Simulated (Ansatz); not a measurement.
Bi in space group P4/nmm (No. 129; Bi on 2c) under volume change, PBEsol (plane waves, PAW; program Ansatz), shape and atoms relaxed at each volume.

| V (Å³/atom) | E − E(relaxed) (meV/atom) | P (GPa) |
|---|---|---|
| 30.213 | 44.0 | 5.13 |
| 31.209 | 18.6 | 3.07 |
| 32.205 | 4.6 | 1.47 |
| 33.201 | 0.0 | 0.00 |
| 34.197 | … | … |
| 35.193 | … | … |
| 36.189 | 33.6 | -3.52 |

Problem. Complete the blanks.

Solution. 
- 34.197, E − E(relaxed) (meV/atom): 3.8
- 34.197, P (GPa): -1.23
- 35.193, E − E(relaxed) (meV/atom): 15.0
- 35.193, P (GPa): -2.43

Problem. What does a third-order Birch–Murnaghan fit give for V₀, B₀ and B′?

Solution. V₀ = 33.20 Å³/atom, B₀ = 46.3 GPa, B′ = 3.2.

The workflow started from a Materials Project entry (that database holds measured and hypothetical structures alike); the Crystallography Open Database copy checked does not list it. It is not the phase usual at ambient conditions (space group No. 166). Symmetry was held in the PBEsol relaxation; of distortions, only those at the zone centre were tested. Scalar-relativistic: spin–orbit coupling is off unless named, which matters more the heavier the elements.

Potentials: the earlier of the program's two PAW sets.
